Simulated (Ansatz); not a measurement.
An Ansatz (a first-principles code) input:

Ansatz 0.2 input:
```yaml
crystal:
  lattice:
    - [2.9761764432, 0.0, 0.0]
    - [0.0, 2.9761764432, 0.0]
    - [0.0, 0.0, 2.9761764432]
  atoms:
    - { symbol: Al, position: [0.0, 0.0, 0.0] }
    - { symbol: Ru, position: [0.5, 0.5, 0.5] }
kpoints:
  mp_grid: { grid: [10, 10, 10] }
  band_path:
    path:
      - [[0.0, 0.0, 0.0], [0.0, 0.5, 0.0], [0.5, 0.5, 0.0], [0.0, 0.0, 0.0], [0.5, 0.5, 0.5], [0.0, 0.5, 0.0]]  # Γ-X-M-Γ-R-X
      - [[0.5, 0.5, 0.5], [0.5, 0.5, 0.0]]  # R-M
    npoints: 12
basis: { xc_grid: 2 }
hamiltonian:
  xc: pbesol
  pseudopotentials: { azcp: { folder: ./paw }, kind: paw_fr }
magnetization: { noncollinear: true, spin_orbit: true }
scf:
  n_extra_bands: 13
  convergence: { dr2_threshold: 0.0000000001 }
  occupations: { method: gaussian, width: 0.05 }
output: { eigenvalues: true }
```

Problem. How many symmetry operations and irreducible k-points will the run report?

Solution. 48 operations, 56 of 1000 k-points.

Problem. With a cutoff of 420 eV, how many plane waves at Γ?

Solution. 485.

It took roughly 14 core-seconds on shared server cores.

Space group Pm-3m (CsCl type). Symmetry was held in the PBEsol relaxation; of distortions, only those at the zone centre were tested. No spin polarisation was allowed.

Potentials: the earlier of the program's two PAW sets.

Ansatz is a plane-wave DFT program.
